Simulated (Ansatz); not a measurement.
Input:

TaN (rock salt)

```
TaN
1.0
    0.00000     2.20852     2.20852
    2.20852     0.00000     2.20852
    2.20852     2.20852     0.00000
N Ta
1 1
Direct
  0.00000   0.00000   0.00000
  0.50000   0.50000   0.50000
```

Scan: atom 2 (Ta, nearest neighbour N at 2.209 Å; its periodic images, 3.1 Å or more away, move with it) is displaced along Cartesian x, direction (1.000, 0.000, 0.000) in Cartesian axes, by s. The other atoms stay.

Level of theory: PBE (plane waves to 420 eV, PAW, scalar-relativistic; Ansatz, a program for electronic structure). k mesh 15×15×15 (Γ-centred), Fermi-Dirac smearing 0.05 eV. The energy includes the smearing's −TS. Left out: 2 of 11 points, with atoms too close for the PAW data. With partly filled bands, energies and forces of such displacements shift with the k mesh and the smearing. Spin-orbit coupling is left out, though Ta is heavy. TaN is run without spin polarisation. TaN was relaxed with its symmetry unable to fall. This is a high-temperature form of TaN. ΔE is measured from the undisplaced structure.

The scan covers s from -0.352 to 0.352 Å in 9 points.

Q: Is this a single well or a double well?

A: A single well with its minimum at or next to zero displacement.

Q: Is the energy the same for equal positive and negative displacements?

A: Even: the same for both signs. With its periodic images moving along, the atom's site symmetry in this cell is m-3m.

Q: What is the energy change at s = 0.352 Å?

A: 653 meV/cell.

Q: What force acts on the atom along the line at s = -0.352 Å?

A: 4.85 eV/Å.

Q: What is the force constant k = d²E/ds² of this move at s = 0?

A: 7.41 eV/Å².

(For displaced atoms, the force is minus the slope of the energy, and its curvature is a force constant, which sets phonon frequencies.)
